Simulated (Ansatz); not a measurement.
Cu₂O in space group Fd-3m (No. 227; O on 8b, Cu on 16d), PBEsol in the plane-wave PAW code Ansatz. The conduction-band minimum lies at Γ, with 1 equivalent valley. Second derivatives d²E/dk² of the lowest band at one valley (eV·Å²), along Cartesian directions:…

```tsv
direction	d²E/dk²
[100]	7.098
[010]	7.098
[001]	7.098
[110]	7.098
[101]	7.098
[011]	7.098
```

Find the principal effective masses, the density-of-states mass and the conductivity mass.

Off-diagonal terms follow from H_xy = H[110] − (H_xx + H_yy)/2, and m*/mₑ = 7.620 eV·Å² over each eigenvalue: 1.1, 1.1, 1.1. One valley's DOS mass (m₁m₂m₃)^(1/3) = 1.1, conductivity mass 3/(Σ 1/mᵢ) = 1.1 mₑ.

What effective density of states Nc follows at 300 K for parabolic valleys?

Nc = 2.509e19 × 1 × (1.1)^(3/2) ≈ 2.9e19 cm⁻³.

The start of the workflow was typed in or built on a structure type; neither database checked (COD, Materials Project) lists it. It is not the phase usual at ambient conditions (space group No. 224). Symmetry was held in the PBEsol relaxation; whether a distortion lowers the energy is not shown. The workflow began spin-polarised and lost its moments. No Hubbard U is applied.

Potentials: the later of the program's two PAW sets.

Edges and masses are those of Kohn–Sham bands, whose gap is no quasiparticle gap.
